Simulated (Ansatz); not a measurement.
A generator proposed this cell of Ir2Ru.

```xyz
6
Lattice="2.6848 0.0000 0.0000 -1.3424 2.3251 0.0000 0.0000 0.0000 13.3933" Properties=species:S:1:pos:R:3 pbc="T T T"
Ru    1.3424    0.7750   12.2772
Ru    0.0000    1.5501    1.1161
Ir    1.3424    0.7750    3.3483
Ir    1.3424    0.7750    7.8128
Ir    0.0000    1.5501   10.0450
Ir    0.0000    1.5501    5.5806
```

The calculation used DFT PBE, scalar-relativistic, plane waves, PAW (Ansatz). Settings: cutoff 420 eV, Γ-centred mesh 6×6×2 on the computed 6-atom cell, Gaussian smearing of 0.10 eV; no spin polarisation.

The zero of energy is the elements' standard structures at the same level; no fitted shifts are applied.

**Question.** What does a single point on this coarse mesh give?

**Answer.** The pressure is 10.7 GPa (the mean over three directions, positive in compression), the largest force is 0.64 eV/Å, and the energy is +0.11 eV/atom against the elements. The shortest distance is 2.68 Å.

**Question.** How much does it gain on relaxing, and where does it end?

**Answer.** Relaxing gains under 0.1 eV/atom (the start's value is from the coarse mesh, so the gain is rough) in 12 ionic steps and ends at +0.01 eV/atom on the finer mesh. The symmetry stays P-3m1 (No. 164). The volume per atom grows by 2.5 %, from 13.9 to 14.3 Å³. The shortest distance goes from 2.68 Å (Ir–Ir and Ru–Ru) to 2.63 Å (Ru–Ru). Conventional cell: a = 2.741 Å, c = 13.173 Å. Ru is surrounded by 9 Ru at 2.63–2.74 Å and 3 Ir at 2.69 Å; Ir on its first site is surrounded by 3 Ru at 2.69 Å and 9 Ir at 2.74–2.75 Å; around Ir on its second site lie 12 Ir at 2.73–2.75 Å.

The last run used an 18×18×4 mesh (in the run's order of axes) for its 6-atom cell and Gaussian smearing of 0.10 eV. The k mesh leaves some 4 meV/atom of noise in the energy of each metallic cell. Spin–orbit coupling, which can matter for Ir, is left out. The relaxation can't lower the symmetry of the start. A structure relaxed within its symmetry needn't be a true minimum. Another cell of Ir2Ru relaxed alike, in P-6m2, lies 14 meV/atom lower, so this cell isn't the stable form at this level.
